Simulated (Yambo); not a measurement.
Rb2TlGaF6 (space group Fm-3m, No. 225), G0W0@LDA in Yambo with this input:

```
rim_cut
gw0
dyson
el_el_corr
HF_and_locXC
ppa
em1d
RandQpts= 1000000
RandGvec= 1 Ry
EXXRLvcs= 84 Ry
VXCRLvcs= 336 Ry
Chimod= "HARTREE"
% BndsRnXp
 1 | 289 |
%
NGsBlkXp= 7 Ry
% LongDrXp
 1.0 | 1.0 | 1.0 |
%
PPAPntXp= 27.2114 eV
% GbndRnge
 1 | 289 |
%
GTermKind= "BG"
DysSolver= "n"
ExtendOut
```

On a 2×2×2 mesh, with wavefunctions cut at 84 Ry, the gap (X → L) is 7.146 eV and the valence edge shifts by -1.555 eV.

Problem. What happens with this change: exchange cut at 10 Ry?

Solution. The gap falls by 0.951 eV, to 6.195 eV; the shift of the valence edge becomes 0.036 eV. Neither run is shown to be the converged limit.

The standard potentials for Ga, Tl keep a d shell in the valence without the s and p states of that shell. In tests on such compounds this moved G0W0 gaps by up to about 0.9 eV, so absolute quasiparticle energies here are unreliable; differences between settings are what counts.

Spin-orbit coupling is not included.

Geometry of the Materials Project entry, not relaxed at this level; primitive cell a = b = c = 6.4988 Å, α = β = γ = 60.00°.

The structure is a Materials Project entry; no match was found in the copy of COD used, and its stability was not checked.

A shift is the quasiparticle energy of the state minus its LDA energy.
